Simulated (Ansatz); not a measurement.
BeSe in space group P-6m2 (No. 187; Be on 1a, Se on 1f) under volume change, DFT-PBE in the program Ansatz with PAW potentials, shape and atoms relaxed at each volume.

```csv
V (Å³/atom),E − E(relaxed) (meV/atom),P (GPa)
14.346,32.6,7.87
14.819,14.0,4.88
15.291,3.4,2.34
15.764,0.0,0.00
16.237,3.2,-2.12
16.710,12.2,-3.94
17.183,26.2,-5.47
```

### Question
What does a third-order Birch–Murnaghan fit give for V₀, B₀ and B′?

### Answer
V₀ = 15.76 Å³/atom, B₀ = 72.8 GPa, B′ = 3.0.

A made-up cell: these elements were put on the sites of a structure type; neither database checked (COD, Materials Project) lists it. COD files the formula under space group No. 216, so this cell is another polymorph or a model. Whether it is the stable phase at ambient conditions was not checked. The PBE relaxation kept the symmetry of its start; whether a distortion lowers the energy is not shown.

Potentials: the later of the program's two PAW sets.
